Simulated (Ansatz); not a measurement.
Ta$_{2}$SnN in space group P6_3/mmc (No. 194; Sn on 2d, Ta on 4f, N on 2a), the program Ansatz at the PBE level (PAW), all energies at zero smearing, with the estimated change up to a 700 eV cutoff added, with one set of potentials and settings (totals compare only within such a set). Cell of 8 atoms (2 Sn, 4 Ta, 2 N): -52552.493 eV.

```csv
element,reference phase,E (eV/atom)
Sn,"Fd-3m, 2 atoms in the cell",-6024.2887
Ta,"Im-3m, 1 atoms in the cell",-9933.2341
N,"Pa-3, 8 atoms in the cell",-384.0342
```

Formation energy per atom, worked out: (-52552.493 − 2×(-6024.2887) − 4×(-9933.2341) − 2×(-384.0342))/8 = -0.364 eV/atom (-35 kJ per mol of atoms), at 0 K, without zero-point energy or fitted corrections.

The start of the workflow was typed in or built on a structure type; neither database checked (COD, Materials Project) lists it. Whether it is the stable phase at ambient conditions was not checked. Symmetry was held in the PBE relaxation; whether a distortion lowers the energy is not shown. The run is not spin-polarised. The references are the lowest solids computed at this level, not always the standard phases (solids in place of the gases). Spin–orbit coupling is left out wherever it is not named.

Potentials: the earlier of the program's two PAW sets.
